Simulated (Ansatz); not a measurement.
Sc2C:
```xyz
3
Lattice="3.2870 0.0000 0.0000 -1.6435 2.8466 0.0000 0.0000 0.0000 5.6255" Properties=species:S:1:pos:R:3 pbc="T T T"
Sc     1.6435     0.9489     4.0346
Sc     0.0000     1.8977     1.5909
C      0.0000     0.0000     2.8128
```

This is the PBEsol-relaxed structure. Tensor components refer to the Cartesian frame of this cell.

Task: All from DFT-PBEsol in the program Ansatz with PAW potentials, unless another level is named. Estimate the highest zone-centre frequency.

Result: 477 cm⁻¹.

Task: What about the bulk modulus (Birch–Murnaghan fit)?

Result: 72.1 GPa.

Task: Predict the elastic constants (relaxed ions, GPa).

Result: C11 = 191, C12 = 58.9, C13 = 16.5, C14 = 4.9, C33 = 134, C44 = -1.9.

Space group P-3m1. The first step of the workflow began from a Materials Project structure, measured or hypothetical; the Crystallography Open Database copy checked does not list it. Whether it is the stable phase at ambient conditions was not checked. The cell was relaxed with PBEsol under the symmetry of its start. At this level the phase is mechanically unstable. No spin polarisation was allowed. As this level gives no gap, shear constants depend on the k-mesh and smearing (Fermi–Dirac, 0.1 eV here). As this level gives no gap, phonon frequencies hold no LO–TO term and depend on the k-mesh and smearing (Fermi–Dirac, 0.1 eV here).

Potentials: the later of the program's two PAW sets.
